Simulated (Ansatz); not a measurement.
One crystal and one scan (energy against volume) at two levels, PBE (plane waves to 420 eV, PAW, scalar-relativistic; Ansatz, a program for electronic structure) and PBEsol (plane waves to 420 eV, PAW, scalar-relativistic; Ansatz), each from its own relaxed cell and on its own mesh. The cell shown is that of PBE.

CsPbCl₃ (cubic perovskite)

```
CsPbCl3
1.0
    5.73560     0.00000     0.00000
    0.00000     5.73560     0.00000
    0.00000     0.00000     5.73560
Cs Pb Cl
1 1 3
Direct
  0.00000   0.00000   0.00000
  0.50000   0.50000   0.50000
  0.00000   0.50000   0.50000
  0.50000   0.50000   0.00000
  0.50000   0.00000   0.50000
```

E(V) scan at fixed shape, V₀ the volume above. Symmetry pins the atoms to their sites.

E stands for the smeared free energy. CsPbCl3 was relaxed with its symmetry unable to fall. Spin-orbit coupling is left out, though Pb is heavy. This is a high-temperature form of CsPbCl3. Percentages come from the unrounded values.

Results of PBE:

```
Property                                                   Value
---------------------------------------------------------  -----
Lattice constant a (Å)                                     5.736
Band gap of the relaxed cell, no spin-orbit coupling (eV)   2.21
Bulk modulus B₀ (third-order Birch-Murnaghan fit) (GPa)     21.8
```

Task: What does PBEsol give for the same quantities?

Result: 
```json
[
 {"quantity": "Lattice constant a (Å)", "PBEsol": "5.619", "PBE − PBEsol": "+0.117 (+2.1 %)"},
 {"quantity": "Band gap of the relaxed cell, no spin-orbit coupling (eV)", "PBEsol": "1.83", "PBE − PBEsol": "+0.38 (+21 %)"},
 {"quantity": "Bulk modulus B₀ (third-order Birch-Murnaghan fit) (GPa)", "PBEsol": "25.0", "PBE − PBEsol": "-3.2 (-13 %)"}
]
```

PBE gives the higher value for: lattice constant a; band gap of the relaxed cell, no spin-orbit coupling. PBE gives the lower value for: bulk modulus B₀. Neither level is exact: the differences show how much the result hangs on the functional.

(Under strain, the slope of the energy per volume gives the stress and its curvature an elastic modulus.)
